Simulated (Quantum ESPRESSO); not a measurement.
Ga4O4NF, finding a planted mistake in a log

Simulated, not a measurement. The program is pw.x of Quantum ESPRESSO 7.5 (plane-wave density functional theory). The cell is made up: 10 atoms on a corundum lattice, with randomly drawn elements, strain and displacements, not relaxed. PseudoDojo standard norm-conserving files (v0.5 for PBE, v0.4.1 for LDA and PBEsol) set the functional; there is no spin polarisation, spin-orbit coupling or dispersion term, and the masses in the input are unused placeholders.

Intended input:

```
&control calculation='scf', pseudo_dir='./dojo.nc.sr.pbe.v0_5.standard.upf', outdir='./o', disk_io='medium', tprnfor=.true., tstress=.true. /
&system ibrav=0, nat=10, ntyp=4, nbnd=50, ecutwfc=84.00895049, nosym=.true., tot_charge=0,
 occupations='smearing', smearing='fd', degauss=0.0018374661
/
&electrons conv_thr=7.350e-09, electron_maxstep=60, /
ATOMIC_SPECIES
F 1.0 F.upf
Ga 1.0 Ga.upf
N 1.0 N.upf
O 1.0 O.upf
CELL_PARAMETERS angstrom
2.6025 1.5026 4.6736
-2.6025 1.5026 4.6736
0.0 -3.0051 4.6736
ATOMIC_POSITIONS angstrom
Ga -0.0347 0.1506 4.9513
Ga -0.078 -0.0312 2.1307
Ga 0.0766 0.0489 9.1053
Ga 0.0371 0.0237 11.9989
O -0.9926 1.4141 8.1237
N -0.7942 -1.6397 8.0818
F 1.8918 0.0265 8.2984
O 0.9984 -1.5295 5.7691
O 0.8728 1.6184 5.7776
O -1.7935 -0.1328 5.8451
K_POINTS automatic
5 5 5 1 1 1
```

The log is shortened where brackets say so; the opening notice, blank lines, dates and the lines on written files are dropped, and the path of the files is cut. It prints rydbergs, bohrs and kilobars, and counts compression as positive stress. Where no state is partly filled, the Fermi energy that it prints is only some level between the filled and the empty states on the mesh, and need not lie in the true gap.

Log of the intended run:

```
     Program PWSCF v.7.5
     Parallel version (MPI & OpenMP), running on       1 processor cores
     Number of MPI processes:                 1
     Threads/MPI process:                     1
     [start-up lines left out]
     bravais-lattice index     =            0
     lattice parameter (alat)  =      10.5000  a.u.
     unit-cell volume          =     739.9866 (a.u.)^3
     number of atoms/cell      =           10
     number of atomic types    =            4
     number of electrons       =        88.00
     number of Kohn-Sham states=           50
     kinetic-energy cutoff     =      84.0090  Ry
     charge density cutoff     =     336.0358  Ry
     scf convergence threshold =      7.3E-09
     mixing beta               =       0.7000
     number of iterations used =            8  plain     mixing
     Exchange-correlation= PBE
                           (   1   4   3   4   0   0   0)
     [axes and pseudopotential details left out]
   Cartesian axes
     site n.     atom                  positions (alat units)
         1        Ga     tau(   1) = (  -0.0062451   0.0271040   0.8911019  )
         2        Ga     tau(   2) = (  -0.0140379  -0.0056152   0.3834691  )
         3        Ga     tau(   3) = (   0.0137860   0.0088007   1.6387110  )
         4        Ga     tau(   4) = (   0.0066770   0.0042654   2.1594818  )
         5        O      tau(   5) = (  -0.1786415   0.2545003   1.4620492  )
         6        N      tau(   6) = (  -0.1429348  -0.2951022   1.4545084  )
         7        F      tau(   7) = (   0.3404735   0.0047693   1.4934906  )
         8        O      tau(   8) = (   0.1796854  -0.2752692   1.0382841  )
         9        O      tau(   9) = (   0.1570807   0.2912688   1.0398138  )
        10        O      tau(  10) = (  -0.3227821  -0.0239005   1.0519620  )
     number of k points=    63  Fermi-Dirac smearing, width (Ry)=  0.0018
                       cart. coord. in units 2pi/alat
        k(    1) = (   0.0000000   0.0000000   0.1188886), wk =   0.0320000
        k(    2) = (   0.0000000  -0.2465283   0.1981495), wk =   0.0320000
     [further k points left out]
     Dense  grid:    76887 G-vectors     FFT dimensions: (  64,  64,  64)
     Estimated max dynamical RAM per process >     121.46 MB
     Initial potential from superposition of free atoms
     starting charge      87.9893, renormalised to      88.0000
     Starting wfcs are   60 randomized atomic wfcs
     total cpu time spent up to now is       31.0 secs
     per-process dynamical memory:    71.9 Mb
     Self-consistent Calculation
     iteration #  1     ecut=    84.01 Ry     beta= 0.70
     Davidson diagonalization with overlap
     ethr =  1.00E-02,  avg # of iterations =  2.4
     total cpu time spent up to now is      101.4 secs
     total energy              =    -813.16234373 Ry
     estimated scf accuracy    <       2.38329543 Ry
     iteration #  2     ecut=    84.01 Ry     beta= 0.70
     Davidson diagonalization with overlap
     ethr =  2.71E-03,  avg # of iterations =  3.0
     total cpu time spent up to now is      181.1 secs
     total energy              =    -813.64243766 Ry
     estimated scf accuracy    <       3.58471726 Ry
     [iterations 3 to 12 left out]
     iteration # 13     ecut=    84.01 Ry     beta= 0.70
     Davidson diagonalization with overlap
     ethr =  3.23E-11,  avg # of iterations =  2.0
     total cpu time spent up to now is      980.0 secs
     total energy              =    -814.33337314 Ry
     estimated scf accuracy    <       0.00000001 Ry
     iteration # 14     ecut=    84.01 Ry     beta= 0.70
     Davidson diagonalization with overlap
     ethr =  1.15E-11,  avg # of iterations =  2.0
     total cpu time spent up to now is     1057.2 secs
     End of self-consistent calculation
     [lines on levels left out]
     the Fermi energy is     9.7980 ev
!    total energy              =    -814.33337314 Ry
     estimated scf accuracy    <          2.1E-09 Ry
     smearing contrib. (-TS)   =      -0.00000000 Ry
     internal energy E=F+TS    =    -814.33337314 Ry
     The total energy is F=E-TS. E is the sum of the following terms:
     one-electron contribution =    -258.61620709 Ry
     hartree contribution      =     208.52096410 Ry
     xc contribution           =    -218.42216228 Ry
     ewald contribution        =    -545.81596787 Ry
     convergence has been achieved in  14 iterations
     Forces acting on atoms (cartesian axes, Ry/au):
     atom    1 type  2   force =     0.02863358    0.01973182    0.02982990
     atom    2 type  2   force =     0.06343671    0.09354851   -0.06440296
     atom    3 type  2   force =    -0.12686874   -0.03043906    0.01243607
     atom    4 type  2   force =     0.02146430   -0.09455742   -0.03553663
     atom    5 type  4   force =     0.00528114    0.02341067   -0.00117888
     atom    6 type  3   force =     0.04021759   -0.03310249    0.04837335
     atom    7 type  1   force =    -0.01743889    0.00135878   -0.01408879
     atom    8 type  4   force =     0.02602701    0.02814969    0.01689908
     atom    9 type  4   force =    -0.01103913   -0.00122221    0.00574245
     atom   10 type  4   force =    -0.02971357   -0.00687829    0.00192640
     Total force =     0.236314     Total SCF correction =     0.000041
     Computing stress (Cartesian axis) and pressure
          total   stress  (Ry/bohr**3)                   (kbar)     P=      -71.84
  -0.00060214   0.00016054  -0.00031464          -88.58       23.62      -46.28
   0.00016054  -0.00054239   0.00019217           23.62      -79.79       28.27
  -0.00031464   0.00019217  -0.00032055          -46.28       28.27      -47.15
     init_run     :     29.33s CPU     30.88s WALL (       1 calls)
     electrons    :    989.99s CPU   1026.19s WALL (       1 calls)
     forces       :      9.11s CPU      9.18s WALL (       1 calls)
     stress       :     32.56s CPU     32.66s WALL (       1 calls)
     [timing details left out]
     PWSCF        :  17m41.36s CPU  18m20.79s WALL
     JOB DONE.
```

A second run was made from an input with one planted mistake. Its log:

```
     Program PWSCF v.7.5
     Parallel version (MPI & OpenMP), running on       4 processor cores
     Number of MPI processes:                 4
     Threads/MPI process:                     1
     [start-up lines left out]
     bravais-lattice index     =            0
     lattice parameter (alat)  =      10.3215  a.u.
     unit-cell volume          =     702.8944 (a.u.)^3
     number of atoms/cell      =           10
     number of atomic types    =            4
     number of electrons       =        88.00
     number of Kohn-Sham states=           50
     kinetic-energy cutoff     =      84.0090  Ry
     charge density cutoff     =     336.0358  Ry
     scf convergence threshold =      7.3E-09
     mixing beta               =       0.7000
     number of iterations used =            8  plain     mixing
     Exchange-correlation= PBE
                           (   1   4   3   4   0   0   0)
     [axes and pseudopotential details left out]
   Cartesian axes
     site n.     atom                  positions (alat units)
         1        Ga     tau(   1) = (  -0.0062432   0.0270967   0.8910983  )
         2        Ga     tau(   2) = (  -0.0140427  -0.0056207   0.3834738  )
         3        Ga     tau(   3) = (   0.0137864   0.0088064   1.6387120  )
         4        Ga     tau(   4) = (   0.0066826   0.0042659   2.1594820  )
         5        O      tau(   5) = (  -0.1786371   0.2545080   1.4620522  )
         6        N      tau(   6) = (  -0.1429353  -0.2950981   1.4545091  )
         7        F      tau(   7) = (   0.3404669   0.0047602   1.4934881  )
         8        O      tau(   8) = (   0.1796807  -0.2752699   1.0382812  )
         9        O      tau(   9) = (   0.1570879   0.2912717   1.0398191  )
        10        O      tau(  10) = (  -0.3227808  -0.0238927   1.0519577  )
     number of k points=    63  Fermi-Dirac smearing, width (Ry)=  0.0018
                       cart. coord. in units 2pi/alat
        k(    1) = (   0.0000000   0.0000000   0.1188897), wk =   0.0320000
        k(    2) = (   0.0000000  -0.2465262   0.1981531), wk =   0.0320000
     [further k points left out]
     Dense  grid:    73023 G-vectors     FFT dimensions: (  64,  64,  64)
     Estimated max dynamical RAM per process >     228.16 MB
     Estimated total dynamical RAM >     859.17 MB
     Initial potential from superposition of free atoms
     starting charge      87.9893, renormalised to      88.0000
     Starting wfcs are   60 randomized atomic wfcs
     total cpu time spent up to now is        5.7 secs
     per-process dynamical memory:   183.5 Mb
     Self-consistent Calculation
     iteration #  1     ecut=    84.01 Ry     beta= 0.70
     Davidson diagonalization with overlap
     ethr =  1.00E-02,  avg # of iterations =  2.5
     total cpu time spent up to now is       17.4 secs
     total energy              =    -813.20304852 Ry
     estimated scf accuracy    <       2.36414015 Ry
     iteration #  2     ecut=    84.01 Ry     beta= 0.70
     Davidson diagonalization with overlap
     ethr =  2.69E-03,  avg # of iterations =  3.0
     total cpu time spent up to now is       29.6 secs
     total energy              =    -813.72759592 Ry
     estimated scf accuracy    <       3.14702329 Ry
     [iterations 3 to 11 left out]
     iteration # 12     ecut=    84.01 Ry     beta= 0.70
     Davidson diagonalization with overlap
     ethr =  1.60E-10,  avg # of iterations =  2.2
     total cpu time spent up to now is      143.6 secs
     total energy              =    -814.34154733 Ry
     estimated scf accuracy    <       0.00000003 Ry
     iteration # 13     ecut=    84.01 Ry     beta= 0.70
     Davidson diagonalization with overlap
     ethr =  3.87E-11,  avg # of iterations =  2.0
     total cpu time spent up to now is      154.2 secs
     End of self-consistent calculation
     [lines on levels left out]
     the Fermi energy is    10.9141 ev
!    total energy              =    -814.34154733 Ry
     estimated scf accuracy    <          3.7E-09 Ry
     smearing contrib. (-TS)   =      -0.00000000 Ry
     internal energy E=F+TS    =    -814.34154733 Ry
     The total energy is F=E-TS. E is the sum of the following terms:
     one-electron contribution =    -244.19008184 Ry
     hartree contribution      =     203.85575772 Ry
     xc contribution           =    -218.75316864 Ry
     ewald contribution        =    -555.25405457 Ry
     convergence has been achieved in  13 iterations
     Forces acting on atoms (cartesian axes, Ry/au):
     atom    1 type  2   force =     0.03015666    0.01456271    0.03031066
     atom    2 type  2   force =     0.07158654    0.09525526   -0.06944063
     atom    3 type  2   force =    -0.13533390   -0.03638778    0.00803400
     atom    4 type  2   force =     0.01711961   -0.10198456   -0.03985804
     atom    5 type  4   force =     0.00594632    0.02536175   -0.00297949
     atom    6 type  3   force =     0.04537815   -0.02729876    0.05614454
     atom    7 type  1   force =    -0.01720863    0.00297649   -0.01263102
     atom    8 type  4   force =     0.02452527    0.02948349    0.01870966
     atom    9 type  4   force =    -0.01027082    0.00179213    0.00747507
     atom   10 type  4   force =    -0.03189921   -0.00376074    0.00423526
     Total force =     0.251377     Total SCF correction =     0.000086
     Computing stress (Cartesian axis) and pressure
          total   stress  (Ry/bohr**3)                   (kbar)     P=       10.34
  -0.00002144   0.00015454  -0.00030800           -3.15       22.73      -45.31
   0.00015454   0.00000691   0.00022520           22.73        1.02       33.13
  -0.00030800   0.00022520   0.00022535          -45.31       33.13       33.15
     init_run     :      5.45s CPU      5.67s WALL (       1 calls)
     electrons    :    147.77s CPU    148.50s WALL (       1 calls)
     forces       :      1.21s CPU      1.22s WALL (       1 calls)
     stress       :      4.08s CPU      4.09s WALL (       1 calls)
     [timing details left out]
     PWSCF        :   2m38.59s CPU   2m39.61s WALL
     JOB DONE.
```

Question: what was wrong in the second input?

Answer: the cell and the positions are scaled by a wrong factor. The input lines that differ, file-writing options aside:

```
- 2.6025 1.5026 4.6736
+ 2.5583 1.4771 4.5941
- -2.6025 1.5026 4.6736
+ -2.5583 1.4771 4.5941
- 0.0 -3.0051 4.6736
+ 0.0 -2.954 4.5941
- Ga -0.0347 0.1506 4.9513
+ Ga -0.0341 0.148 4.8671
- Ga -0.078 -0.0312 2.1307
+ Ga -0.0767 -0.0307 2.0945
- Ga 0.0766 0.0489 9.1053
+ Ga 0.0753 0.0481 8.9505
- Ga 0.0371 0.0237 11.9989
+ Ga 0.0365 0.0233 11.7949
- O -0.9926 1.4141 8.1237
+ O -0.9757 1.3901 7.9856
- N -0.7942 -1.6397 8.0818
+ N -0.7807 -1.6118 7.9444
- F 1.8918 0.0265 8.2984
+ F 1.8596 0.026 8.1573
- O 0.9984 -1.5295 5.7691
+ O 0.9814 -1.5035 5.671
- O 0.8728 1.6184 5.7776
+ O 0.858 1.5909 5.6794
- O -1.7935 -0.1328 5.8451
+ O -1.763 -0.1305 5.7457
```

|  | intended run | run with the mistake |
| --- | --- | --- |
| free energy (eV) | -11079.570 | -11079.681 |
| smearing term -TS (eV) | 0.0000 | 0.0000 |
| pressure (GPa) | -7.18 | 1.03 |
| largest force component (eV/Å) | 3.262 | 3.480 |
| largest change of a force component (eV/Å) |  | 0.218 |
| iterations | 14 | 13 |

For scale, a rerun of the intended cell at 1437 eV and a 7 x 7 x 7 mesh moved values by no more than 0.003 eV in energy, 0.02 GPa in stress and 0.002 eV/Å in force.